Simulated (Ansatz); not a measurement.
Mechanical response of LuHg (Pm-3m)

```
CELL_PARAMETERS angstrom
3.58959 0.00000 0.00000
0.00000 3.58959 0.00000
0.00000 0.00000 3.58959
ATOMIC_POSITIONS crystal
Lu 0.50000 0.50000 0.50000
Hg 0.00000 0.00000 0.00000
```

Conventional cell: a = 3.590 Å, b = 3.590 Å, c = 3.590 Å, α = 90.00°, β = 90.00°, γ = 90.00°. Lu (atom 1) is surrounded by 8 Hg at 3.11 Å. Around Hg (atom 2) lie 8 Lu at 3.11 Å.

Unless marked otherwise, the numbers come from PBEsol, PAW on Ansatz 0.2.0's default frozen-core files (fitted under PBE), scalar-relativistic. k mesh 12×12×12, Fermi-Dirac smearing of 0.050 eV, cutoff 420 eV. The cell was relaxed by PAW under this functional.

The cell is cubic and carries a residual pressure of -0.03 GPa at this level. Each strain component that symmetry leaves independent is applied at ±0.008 and ±0.016, the ions relax wherever a strain frees them, and the stress (tension positive, GPa) is read. Shears are engineering strains, γ = 2ε.

| strain | size | σxx | σyy | σzz | σyz | σxz | σxy |
| --- | --- | --- | --- | --- | --- | --- | --- |
| xx | -0.016 | -1.7310 | -1.1455 | -1.1455 | 0.0000 | 0.0000 | 0.0000 |
| xx | -0.008 | -0.8308 | -0.5456 | -0.5456 | 0.0000 | 0.0000 | 0.0000 |
| xx | +0.008 | 0.8338 | 0.5776 | 0.5776 | 0.0000 | 0.0000 | 0.0000 |
| xx | +0.016 | 1.5888 | 1.1083 | 1.1083 | 0.0000 | 0.0000 | 0.0000 |
| yz | -0.016 | -0.0172 | 0.0159 | 0.0159 | -0.7564 | 0.0000 | 0.0000 |
| yz | -0.008 | 0.0155 | 0.0247 | 0.0247 | -0.3815 | 0.0000 | 0.0000 |
| yz | +0.008 | 0.0155 | 0.0247 | 0.0247 | 0.3815 | 0.0000 | 0.0000 |
| yz | +0.016 | -0.0172 | 0.0159 | 0.0159 | 0.7564 | 0.0000 | 0.0000 |

The slope is [8(σ(+δ) − σ(−δ)) − (σ(+2δ) − σ(−2δ))]/(12δ), and the program imposes the crystal's symmetry on the matrix.

Task: What are the independent elastic constants?

Result: C11 = 104.1, C12 = 70.1, C44 = 47.8 GPa.

Task: Do they meet the Born conditions?

Result: C11 − C12 = 34.0, C11 + 2C12 = 244.4 and C44 = 47.8 GPa must all be positive, so the crystal is elastically stable; that says nothing yet of its phonons.

Task: What moduli does a random aggregate of grains have?

Result: B = (C11 + 2C12)/3 = 81.5 GPa. G_V = (C11 − C12 + 3C44)/5 = 35.5 and G_R = 5(C11 − C12)C44/(4C44 + 3(C11 − C12)) = 27.7, so G_H = 31.6 GPa. Then E = 9BG/(3B + G) = 84.0 GPa, ν = (3B − 2G)/(6B + 2G) = 0.328 and B/G = 2.58, on the ductile side of Pugh's 1.75 (a rule of thumb).

Task: With the density of 13.483 g/cm³, how fast does sound travel, and what Debye temperature follows?

Result: 

| direction | slow (m/s) | middle (m/s) | fast (m/s) |
| --- | --- | --- | --- |
| [100] | 1883 | 1883 | 2779 |
| [110] | 1123 | 1883 | 3164 |
| [111] | 1422 | 1422 | 3282 |

The mean of v⁻³ over directions and branches gives v_m = 1688 m/s and θ_D = (ħ/k_B) v_m (6π²n)^(1/3) = 176 K, n being atoms per volume. Young's modulus spans 48 to 120 GPa over directions, and the universal anisotropy index is 1.40.

Task: What happens at 5 GPa (cell relaxed there)?

Result: The volume falls to 0.9465 of its value, and C11 = 129.3, C12 = 90.3, C44 = 58.1 GPa (slopes of the stress), in this structure whether or not another phase takes over.

Keep in mind: frozen-core PAW files fitted under PBE, their cores solved anew for the functional of the run; responses of metals move with mesh and smearing; no spin-orbit coupling on heavy atoms.
